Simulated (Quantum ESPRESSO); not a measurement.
Hf4TaMgAlLi, one run as intended and one with a planted mistake

Computed values, not a measurement. The program is pw.x of Quantum ESPRESSO 7.5 (plane-wave density functional theory). The cell is made up: eight metal atoms on a face-centred cubic lattice, with elements, volume, strain and displacements drawn at random and not relaxed, so it may be unstable or far from any real phase. PseudoDojo standard norm-conserving files set the functional (PBE unless stated); there is no spin polarisation or spin-orbit coupling, the Fermi-Dirac width of 0.25 eV means electrons at about 2900 K, and the masses in the input are unused placeholders. Heavy elements are run without spin-orbit coupling, which real alloys of them have. A spin test at this wide smearing found no moment, but such smearing suppresses magnetism that the real alloy may have.

Intended input:

```
&control calculation='scf', pseudo_dir='./dojo.nc.sr.pbe.v0_5.standard.upf', outdir='./o', disk_io='minimal', tprnfor=.true., tstress=.true. /
&system ibrav=0, nat=8, ntyp=5, nbnd=55, ecutwfc=84.00895049, nosym=.true., tot_charge=0,
 occupations='smearing', smearing='fd', degauss=0.0183746611
/
&electrons conv_thr=1.470e-08, electron_maxstep=70, mixing_beta=0.5 /
ATOMIC_SPECIES
Al 1.0 Al.upf
Hf 1.0 Hf.upf
Li 1.0 Li.upf
Mg 1.0 Mg.upf
Ta 1.0 Ta.upf
CELL_PARAMETERS angstrom
2.1056 4.3116 2.1101
-0.0601 4.3177 -4.1723
-4.1794 4.3231 -0.0548
ATOMIC_POSITIONS angstrom
Hf 0.084 -0.0132 0.0537
Ta -2.1661 2.2106 -0.0426
Hf 0.0295 2.123 -2.0355
Mg -2.0922 4.2678 -2.0781
Al 0.0417 4.2287 0.0622
Hf -2.1119 6.4671 0.0063
Hf 0.0435 6.4937 -2.0009
Li -2.0859 8.6221 -2.1762
K_POINTS automatic
5 5 5 1 1 1
```

The log is shortened where brackets say so; the opening notice, blank lines, dates and the lines on written files are dropped, and the path of the files is cut. It prints rydbergs, bohrs and kilobars, and counts compression as positive stress. Its total energy is the free energy E - TS of the whole cell.

Log of the intended run:

```
     Program PWSCF v.7.5
     Parallel version (MPI & OpenMP), running on       4 processor cores
     Number of MPI processes:                 4
     Threads/MPI process:                     1
     [start-up lines left out]
     bravais-lattice index     =            0
     lattice parameter (alat)  =       9.9055  a.u.
     unit-cell volume          =    1013.4693 (a.u.)^3
     number of atoms/cell      =            8
     number of atomic types    =            5
     number of electrons       =        77.00
     number of Kohn-Sham states=           55
     kinetic-energy cutoff     =      84.0090  Ry
     charge density cutoff     =     336.0358  Ry
     scf convergence threshold =      1.5E-08
     mixing beta               =       0.5000
     number of iterations used =            8  plain     mixing
     Exchange-correlation= PBE
                           (   1   4   3   4   0   0   0)
     [axes and pseudopotential details left out]
   Cartesian axes
     site n.     atom                  positions (alat units)
         1        Hf     tau(   1) = (   0.0160252  -0.0025182   0.0102447  )
         2        Ta     tau(   2) = (  -0.4132397   0.4217292  -0.0081271  )
         3        Hf     tau(   3) = (   0.0056279   0.4050172  -0.3883243  )
         4        Mg     tau(   4) = (  -0.3991413   0.8141934  -0.3964514  )
         5        Al     tau(   5) = (   0.0079554   0.8067340   0.0118663  )
         6        Hf     tau(   6) = (  -0.4028996   1.2337668   0.0012019  )
         7        Hf     tau(   7) = (   0.0082988   1.2388414  -0.3817235  )
         8        Li     tau(   8) = (  -0.3979394   1.6448888  -0.4151665  )
     number of k points=    63  Fermi-Dirac smearing, width (Ry)=  0.0184
                       cart. coord. in units 2pi/alat
        k(    1) = (   0.0002061   0.1214497   0.0000469), wk =   0.0320000
        k(    2) = (  -0.1889686   0.1818903   0.0653188), wk =   0.0320000
     [further k points left out]
     Dense  grid:   105371 G-vectors     FFT dimensions: (  60,  72,  72)
     Estimated max dynamical RAM per process >     367.67 MB
     Estimated total dynamical RAM >       1.36 GB
     Initial potential from superposition of free atoms
     starting charge      76.9839, renormalised to      77.0000
     Starting wfcs are   61 randomized atomic wfcs
     total cpu time spent up to now is        7.2 secs
     per-process dynamical memory:   287.2 Mb
     Self-consistent Calculation
     iteration #  1     ecut=    84.01 Ry     beta= 0.50
     Davidson diagonalization with overlap
     ethr =  1.00E-02,  avg # of iterations =  3.6
     Threshold (ethr) on eigenvalues was too large:
     Diagonalizing with lowered threshold
     Davidson diagonalization with overlap
     ethr =  2.35E-04,  avg # of iterations =  5.6
     total cpu time spent up to now is       46.9 secs
     total energy              =    -719.25040884 Ry
     estimated scf accuracy    <       0.19811536 Ry
     iteration #  2     ecut=    84.01 Ry     beta= 0.50
     Davidson diagonalization with overlap
     ethr =  2.57E-04,  avg # of iterations =  2.5
     total cpu time spent up to now is       66.1 secs
     total energy              =    -719.25811506 Ry
     estimated scf accuracy    <       0.18211269 Ry
     [iterations 3 to 10 left out]
     iteration # 11     ecut=    84.01 Ry     beta= 0.50
     Davidson diagonalization with overlap
     ethr =  1.78E-09,  avg # of iterations =  2.0
     total cpu time spent up to now is      219.1 secs
     total energy              =    -719.29779375 Ry
     estimated scf accuracy    <       0.00000010 Ry
     iteration # 12     ecut=    84.01 Ry     beta= 0.50
     Davidson diagonalization with overlap
     ethr =  1.35E-10,  avg # of iterations =  4.1
     total cpu time spent up to now is      242.1 secs
     End of self-consistent calculation
     [lines on levels left out]
!    total energy              =    -719.29779377 Ry
     estimated scf accuracy    <       0.00000001 Ry
     smearing contrib. (-TS)   =      -0.10202958 Ry
     internal energy E=F+TS    =    -719.19576419 Ry
     The total energy is F=E-TS. E is the sum of the following terms:
     one-electron contribution =    -236.09307347 Ry
     hartree contribution      =     137.16238623 Ry
     xc contribution           =    -165.39281470 Ry
     ewald contribution        =    -454.87226225 Ry
     convergence has been achieved in  12 iterations
     Forces acting on atoms (cartesian axes, Ry/au):
     atom    1 type  2   force =    -0.03513401    0.00319529   -0.00086830
     atom    2 type  5   force =     0.05332166   -0.02809033    0.00554127
     atom    3 type  2   force =    -0.01951693   -0.00205862    0.00446681
     atom    4 type  4   force =     0.00752831    0.01976903   -0.00555421
     atom    5 type  1   force =    -0.01512310    0.02066117    0.00131670
     atom    6 type  2   force =     0.02416608    0.00030631    0.01074157
     atom    7 type  2   force =    -0.02433318   -0.01302545   -0.03067982
     atom    8 type  3   force =     0.00909118   -0.00075741    0.01503599
     Total force =     0.095713     Total SCF correction =     0.000351
     Computing stress (Cartesian axis) and pressure
          total   stress  (Ry/bohr**3)                   (kbar)     P=       73.62
   0.00049786   0.00005551  -0.00013069           73.24        8.17      -19.23
   0.00005551   0.00044913  -0.00000355            8.17       66.07       -0.52
  -0.00013069  -0.00000355   0.00055430          -19.23       -0.52       81.54
     init_run     :      6.54s CPU      6.85s WALL (       1 calls)
     electrons    :    232.68s CPU    234.95s WALL (       1 calls)
     forces       :      4.25s CPU      4.30s WALL (       1 calls)
     stress       :     15.31s CPU     15.72s WALL (       1 calls)
     [timing details left out]
     PWSCF        :   4m19.18s CPU   4m22.28s WALL
     JOB DONE.
```

A second run has one planted mistake: the cell and the positions are scaled by a wrong factor. The input lines that differ:

```
- 2.1056 4.3116 2.1101
- -0.0601 4.3177 -4.1723
- -4.1794 4.3231 -0.0548
+ 2.1172 4.3353 2.1217
+ -0.0604 4.3414 -4.1952
+ -4.2024 4.3469 -0.0551
- Hf 0.084 -0.0132 0.0537
- Ta -2.1661 2.2106 -0.0426
- Hf 0.0295 2.123 -2.0355
- Mg -2.0922 4.2678 -2.0781
- Al 0.0417 4.2287 0.0622
- Hf -2.1119 6.4671 0.0063
- Hf 0.0435 6.4937 -2.0009
- Li -2.0859 8.6221 -2.1762
+ Hf 0.0845 -0.0133 0.054
+ Ta -2.178 2.2228 -0.0428
+ Hf 0.0297 2.1347 -2.0467
+ Mg -2.1037 4.2913 -2.0895
+ Al 0.0419 4.252 0.0625
+ Hf -2.1235 6.5027 0.0063
+ Hf 0.0437 6.5294 -2.0119
+ Li -2.0974 8.6695 -2.1882
```

Its log:

```
     Program PWSCF v.7.5
     Parallel version (MPI & OpenMP), running on       4 processor cores
     Number of MPI processes:                 4
     Threads/MPI process:                     1
     [start-up lines left out]
     bravais-lattice index     =            0
     lattice parameter (alat)  =       9.9599  a.u.
     unit-cell volume          =    1030.2779 (a.u.)^3
     number of atoms/cell      =            8
     number of atomic types    =            5
     number of electrons       =        77.00
     number of Kohn-Sham states=           55
     kinetic-energy cutoff     =      84.0090  Ry
     charge density cutoff     =     336.0358  Ry
     scf convergence threshold =      1.5E-08
     mixing beta               =       0.5000
     number of iterations used =            8  plain     mixing
     Exchange-correlation= PBE
                           (   1   4   3   4   0   0   0)
     [axes and pseudopotential details left out]
   Cartesian axes
     site n.     atom                  positions (alat units)
         1        Hf     tau(   1) = (   0.0160324  -0.0025234   0.0102456  )
         2        Ta     tau(   2) = (  -0.4132376   0.4217376  -0.0081206  )
         3        Hf     tau(   3) = (   0.0056351   0.4050221  -0.3883257  )
         4        Mg     tau(   4) = (  -0.3991404   0.8141994  -0.3964462  )
         5        Al     tau(   5) = (   0.0079498   0.8067429   0.0118583  )
         6        Hf     tau(   6) = (  -0.4028971   1.2337740   0.0011953  )
         7        Hf     tau(   7) = (   0.0082913   1.2388399  -0.3817230  )
         8        Li     tau(   8) = (  -0.3979451   1.6448866  -0.4151728  )
     number of k points=    63  Fermi-Dirac smearing, width (Ry)=  0.0184
                       cart. coord. in units 2pi/alat
        k(    1) = (   0.0002071   0.1214499   0.0000459), wk =   0.0320000
        k(    2) = (  -0.1889657   0.1818911   0.0653170), wk =   0.0320000
     [further k points left out]
     Dense  grid:   107159 G-vectors     FFT dimensions: (  60,  72,  72)
     Estimated max dynamical RAM per process >     373.14 MB
     Estimated total dynamical RAM >       1.38 GB
     Initial potential from superposition of free atoms
     starting charge      76.9839, renormalised to      77.0000
     Starting wfcs are   61 randomized atomic wfcs
     total cpu time spent up to now is        9.7 secs
     per-process dynamical memory:   291.3 Mb
     Self-consistent Calculation
     iteration #  1     ecut=    84.01 Ry     beta= 0.50
     Davidson diagonalization with overlap
     ethr =  1.00E-02,  avg # of iterations =  3.6
     Threshold (ethr) on eigenvalues was too large:
     Diagonalizing with lowered threshold
     Davidson diagonalization with overlap
     ethr =  2.35E-04,  avg # of iterations =  5.7
     total cpu time spent up to now is       53.4 secs
     total energy              =    -719.25791444 Ry
     estimated scf accuracy    <       0.19992512 Ry
     iteration #  2     ecut=    84.01 Ry     beta= 0.50
     Davidson diagonalization with overlap
     ethr =  2.60E-04,  avg # of iterations =  2.3
     total cpu time spent up to now is       71.1 secs
     total energy              =    -719.26482824 Ry
     estimated scf accuracy    <       0.18392840 Ry
     [iterations 3 to 10 left out]
     iteration # 11     ecut=    84.01 Ry     beta= 0.50
     Davidson diagonalization with overlap
     ethr =  1.84E-09,  avg # of iterations =  2.1
     total cpu time spent up to now is      209.4 secs
     total energy              =    -719.30515948 Ry
     estimated scf accuracy    <       0.00000011 Ry
     iteration # 12     ecut=    84.01 Ry     beta= 0.50
     Davidson diagonalization with overlap
     ethr =  1.43E-10,  avg # of iterations =  4.3
     total cpu time spent up to now is      225.4 secs
     End of self-consistent calculation
     [lines on levels left out]
!    total energy              =    -719.30515950 Ry
     estimated scf accuracy    <       0.00000001 Ry
     smearing contrib. (-TS)   =      -0.10391122 Ry
     internal energy E=F+TS    =    -719.20124828 Ry
     The total energy is F=E-TS. E is the sum of the following terms:
     one-electron contribution =    -239.69293270 Ry
     hartree contribution      =     138.16995995 Ry
     xc contribution           =    -165.29300090 Ry
     ewald contribution        =    -452.38527463 Ry
     convergence has been achieved in  12 iterations
     Forces acting on atoms (cartesian axes, Ry/au):
     atom    1 type  2   force =    -0.03406840    0.00188867   -0.00162491
     atom    2 type  5   force =     0.05126760   -0.02623661    0.00484346
     atom    3 type  2   force =    -0.01919106   -0.00147720    0.00447990
     atom    4 type  4   force =     0.00728150    0.01889600   -0.00488825
     atom    5 type  1   force =    -0.01409191    0.01963330    0.00180710
     atom    6 type  2   force =     0.02279879    0.00046369    0.01216830
     atom    7 type  2   force =    -0.02265647   -0.01245335   -0.03104320
     atom    8 type  3   force =     0.00865994   -0.00071450    0.01425761
     Total force =     0.092184     Total SCF correction =     0.000364
     Computing stress (Cartesian axis) and pressure
          total   stress  (Ry/bohr**3)                   (kbar)     P=       55.29
   0.00037139   0.00005581  -0.00012533           54.63        8.21      -18.44
   0.00005581   0.00032895  -0.00000306            8.21       48.39       -0.45
  -0.00012533  -0.00000306   0.00042722          -18.44       -0.45       62.85
     init_run     :      9.16s CPU      9.57s WALL (       1 calls)
     electrons    :    211.28s CPU    215.69s WALL (       1 calls)
     forces       :      2.97s CPU      3.00s WALL (       1 calls)
     stress       :     10.94s CPU     11.28s WALL (       1 calls)
     [timing details left out]
     PWSCF        :   3m54.48s CPU   3m59.71s WALL
     JOB DONE.
```

|  | intended run | run with the mistake |
| --- | --- | --- |
| free energy (eV) | -9786.545 | -9786.645 |
| entropy term -TS, part of it (eV) | -1.388 | -1.414 |
| pressure (GPa) | 7.36 | 5.53 |
| size of the largest force component (eV/Å) | 1.371 | 1.318 |
| largest change of a force component (eV/Å) |  | 0.053 |
| iterations | 12 | 12 |

For scale, a rerun of the intended cell at a higher cutoff and on a denser mesh moved values by no more than 0.002 eV in energy, 0.02 GPa in stress and 0.003 eV/Å in force, and a second program with other atomic files agreed on that cell to 2 % rms in force and 0.5 GPa in pressure.